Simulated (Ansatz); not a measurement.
Data:

Al$_{2}$Pt:
```yaml
crystal:
  lattice:
    - [0.00000, 2.97302, 2.97302]
    - [2.97302, 0.00000, 2.97302]
    - [2.97302, 2.97302, 0.00000]
  atoms:
    - { symbol: Pt, position: [0.00000, 0.00000, 0.00000] }
    - { symbol: Al, position: [0.25000, 0.25000, 0.25000] }
    - { symbol: Al, position: [0.75000, 0.75000, 0.75000] }
```

This is the PBE-relaxed structure.

Q: All from PBE in the plane-wave PAW code Ansatz, unless another level is named. Give the formation energy from the elements (no fitted shifts).

A: -0.88 eV/atom.

Q: Next, the density of states at the Fermi level?

A: 0.41 states/eV per atom (mean over ±0.08 eV).

Q: Give the gap with spin–orbit coupling.

A: none (metallic).

Space group Fm-3m (fluorite or antifluorite type). The PBE relaxation kept the symmetry of its start; phonons on a q-mesh show no instability. No spin polarisation was allowed. The references are the lowest solids computed at this level, not always the standard phases. Spin–orbit coupling is left out wherever it is not named.

Potentials: the later of the program's two PAW sets.
